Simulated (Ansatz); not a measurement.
The start is a generated cell, MgB2 placed in the AFLOW prototype AB2_mC6_12_a_i (C34, as in Te2Au). A full variable-cell relaxation at zero pressure is run with PBEsol (plane waves to 420 eV, PAW, scalar-relativistic; Ansatz, a first-principles code). The first steps use a coarse 8×8×6 k-mesh.

Input geometry:
```yaml
crystal:
  lattice:
    - [2.63327, -1.61425, 0.00000]
    - [2.63327, 1.61425, 0.00000]
    - [-0.00259, 0.00000, 3.71347]
  atoms:
    - { symbol: Mg, position: [0.00000, 0.00000, 0.00000] }
    - { symbol: B, position: [0.68790, 0.68790, 0.28890] }
    - { symbol: B, position: [0.31210, 0.31210, 0.71110] }
```

Task: Which atoms feel the largest initial force, and how large is it?

Result: About 6.2 eV/Å, on B2, B3 (atoms numbered as listed).

Task: What symmetry does the relaxed structure have?

Result: The space group goes from C2/m (No. 12) to P6/mmm (No. 191); the end is AFLOW prototype AB2_hP3_191_a_d (C32, as in AlB2), with 3 atoms in the primitive cell.

Task: How much energy is released per atom?

Result: 2.35 eV/atom.

Task: How does the volume change?

Result: -9.9 %, from 10.52 to 9.48 Å³/atom.

Task: How do the shortest distances between atoms change?

Result: The closest pairs of elements (up to four, under 3.6 Å), start → end: B–B 2.34 → 1.77 Å; B–Mg 1.96 → 2.49 Å; Mg–Mg 3.09 → 3.06 Å.

Task: What does it relax into? Give the structure.

Result: 
Space group P6/mmm (No. 191); a = b = 3.0632 Å, c = 3.4999 Å, α = β = 90.00°, γ = 120.00°

| atom | site | symmetry | x | y | z |
|---|---|---|---|---|---|
| Mg | 1a | 6/mmm | 0.0000 | 0.0000 | 0.0000 |
| B | 2d | -6m2 | 0.3333 | 0.6667 | 0.5000 |

Final values are on a 17×17×13 k-mesh of the relaxed cell. No spin polarisation in the result.

The run could not lose the symmetry of its start.

The first start was generated by placing the elements on the sites of a structure type. A measured structure of MgB2 has the same space group, P6/mmm (No. 191); the sites were not compared with it.
